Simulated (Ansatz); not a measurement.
K (bcc, W type)

```
K
1.0
   -2.67212     2.67212     2.67212
    2.67212    -2.67212     2.67212
    2.67212     2.67212    -2.67212
K
1
Direct
  0.00000   0.00000   0.00000
```

The slice is a {211} plane (indices of the conventional cell) through the point (0.000, 0.000, 0.000) (fractional), spanned by u = [111] and v = [1 0 -1] in vectors of this cell: u (4.63 Å) and v (7.56 Å, at 90° to u). It covers one period; positions are fractions (u, v).

Calculation: r2SCAN (plane waves to 500 eV, PAW, scalar-relativistic; Ansatz, a first-principles code). k mesh 12×12×12. Inside the PAW spheres the values are not all-electron values, and peaks at nuclei hang on which shells count as valence. K was relaxed with its symmetry unable to fall. The PAW data are Ansatz's earlier set.

Three fields on this plane, each scaled to ten steps between its own extremes (0 low, 9 high; the total valence density on a logarithmic scale, the potential cut 8 eV below its top; x marks points blanked near nuclei; v = 0 in the bottom row):

Map A
```
|xxx2688862xx|
|xx047898740x|
|024689998642|
|667899999876|
|888999999988|
|999999999999|
|999999999999|
|999999999999|
|999998889999|
|999998889999|
|999998889999|
|999999999999|
|999999999999|
|999999999999|
|888999999988|
|667899999876|
|024689998642|
|xx047898740x|
|xxx2688862xx|
|xxx1688861xx|
```

Map B
```
|xxx5004005xx|
|xx910262019x|
|861005750016|
|000037873000|
|001478987410|
|567788888776|
|888777777788|
|887666666678|
|876544444567|
|876433433467|
|876544444567|
|887666666678|
|888777777788|
|567788888776|
|001478987410|
|000037873000|
|861005750016|
|xx910262019x|
|xxx5004005xx|
|xxx7004007xx|
```

Map C
```
|xxx7200027xx|
|xx941000149x|
|974100000147|
|221000000012|
|000000000000|
|000000000000|
|000000000000|
|000000000000|
|000000000000|
|000000000000|
|000000000000|
|000000000000|
|000000000000|
|000000000000|
|000000000000|
|221000000012|
|974100000147|
|xx941000149x|
|xxx7200027xx|
|xxx8200028xx|
```

Q: Assign the maps to these fields: electron localisation function (ELF); valence electron density; electrostatic potential energy of an electron, from the cell's mean.

A: A is the electrostatic potential energy of an electron, from the cell's mean; B is the electron localisation function (ELF); C is the valence electron density.
